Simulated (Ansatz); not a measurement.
MgTe:
```cif
data_Mg2Te2
_chemical_formula_sum 'Mg2 Te2'
_space_group_name_H-M_alt 'P 1'
_space_group_IT_number 1
_cell_length_a 4.60877
_cell_length_b 4.60877
_cell_length_c 7.49918
_cell_angle_alpha 90.000
_cell_angle_beta 90.000
_cell_angle_gamma 120.000
loop_
_space_group_symop_operation_xyz
  'x, y, z'
loop_
_atom_site_label
_atom_site_type_symbol
_atom_site_fract_x
_atom_site_fract_y
_atom_site_fract_z
_atom_site_occupancy
Mg1 Mg 0.66667 0.33333 0.00084 1
Mg2 Mg 0.33333 0.66667 0.50084 1
Te1 Te 0.66667 0.33333 0.62436 1
Te2 Te 0.33333 0.66667 0.12436 1
```

Relaxed with PBE. 

Task: HSE06 on this cell (Ansatz, an electronic-structure program, PAW) gives a gap of 3.22 eV. What does PBE give?

Result: 2.37 eV.

Cost on shared cores: the PBE run (SCF on a 7×7×4 mesh, then bands and DOS) very roughly 90 core-seconds, the HSE06 run (SCF on 5×5×3, then a few points) very roughly 4 core-minutes; the tasks are unlike.

Space group P6_3mc (wurtzite). The cell was relaxed with PBE under the symmetry of its start; of distortions, only those at the zone centre were tested. Spin–orbit coupling is left out wherever it is not named.

Potentials: the later of the program's two PAW sets.

Ansatz is a plane-wave DFT program.
